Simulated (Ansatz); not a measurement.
ScAg3 (Cu3Au type, space group No. 221) at seven volumes, PBEsol in the plane-wave PAW code Ansatz, scaled uniformly. One row is withheld.

```json
[
 {"V (Å³/atom)": "16.351", "P (GPa)": "12.09"},
 {"V (Å³/atom)": "16.890", "P (GPa)": "7.29"},
 {"V (Å³/atom)": "17.429", "P (GPa)": "3.31"},
 {"V (Å³/atom)": "17.968", "P (GPa)": "0.00"},
 {"V (Å³/atom)": "18.507", "P (GPa)": "-2.74"},
 {"V (Å³/atom)": "19.046", "P (GPa)": "-5.02"},
 {"V (Å³/atom)": "19.585", "P (GPa)": "?"}
]
```

Task: Fit the shown pressures and predict the withheld one.

Result: Third-order Birch–Murnaghan: P = (3/2)B₀(x^(7/2) − x^(5/2))[1 + (3/4)(B′ − 4)(x − 1)] with x = (V₀/V)^(2/3). Least squares on the six rows gives V₀ = 17.968 Å³/atom, B₀ = 100.3 GPa, B′ = 5.20. At V = 19.585, x = 0.9442 and P = -6.91 GPa. The run itself gave -6.91 GPa.

Space group Pm-3m (Cu3Au type). The start of the workflow was typed in or built on a structure type; neither database checked (COD, Materials Project) lists it. Its standing as an ambient phase is unchecked. Symmetry was held in the PBEsol relaxation; its stability against distortions is not shown here. The run is not spin-polarised.

Potentials: the later of the program's two PAW sets.
